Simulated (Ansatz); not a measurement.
The start is a generated cell, MgZn2 built in the AFLOW prototype AB2_hP3_164_a_d (C6, as in CdI2). The cell and all atomic positions are relaxed at zero pressure with PBE (plane waves to 420 eV, PAW, scalar-relativistic; Ansatz, an electronic-structure program). The first steps use a coarse 11×11×6 k-mesh.

The start:
```
MgZn2
1.0
    3.31761     0.00000     0.00000
   -1.65881     2.87313     0.00000
    0.00000     0.00000     5.35199
Mg Zn
1 2
Direct
  0.00000   0.00000   0.00000
  0.33333   0.66667   0.25200
  0.66667   0.33333   0.74800
```

Q: What is the largest force in the starting geometry, and on which atom (counted from 1)?

A: 3.75 eV/Å, on Zn2, Zn3 (atoms numbered as listed).

Q: By how much does the energy per atom fall from start to end?

A: 0.90 eV/atom.

Q: How does the volume change?

A: +4.0 %, from 17.00 to 17.69 Å³/atom.

Q: How do the shortest distances between atoms change?

A: The closest pairs of elements (up to four, under 3.6 Å), start → end: Mg–Zn 2.34 → 2.88 Å; Zn–Zn 3.27 → 2.71 Å; Mg–Mg 3.32 → 3.04 Å.

Q: Is the relaxed structure metallic? Give its gap.

A: No gap (metallic).

Q: Give the final cell and atomic positions.

A: 
```cif
data_MgZn2
_chemical_formula_sum 'Mg1 Zn2'
_space_group_name_H-M_alt 'P-3m1'
_space_group_IT_number 164
_space_group_name_Hall '-P 3 2"'
_cell_length_a 3.03804
_cell_length_b 3.03804
_cell_length_c 6.64018
_cell_angle_alpha 90.000
_cell_angle_beta 90.000
_cell_angle_gamma 120.000
loop_
_atom_site_label
_atom_site_type_symbol
_atom_site_symmetry_multiplicity
_atom_site_Wyckoff_symbol
_atom_site_fract_x
_atom_site_fract_y
_atom_site_fract_z
_atom_site_occupancy
Mg1 Mg 1 a 0.00000 0.00000 0.00000 1
Zn1 Zn 2 d 0.33333 0.66667 0.34442 1
```

The space group stays P-3m1 (No. 164) (the run could not lower it), with 3 atoms in the primitive cell. Final values are on a 18×18×7 k-mesh of the relaxed cell. No spin polarisation in the result.

The run could not lose the symmetry of its start, so the end can be a saddle point.

The relaxed structure here is a generated cell of MgZn2: the first start was made by placing the elements on the sites of a structure type, and the end was not matched to a known phase here, so it may be hypothetical. Known forms of MgZn2 include space group No. 194.
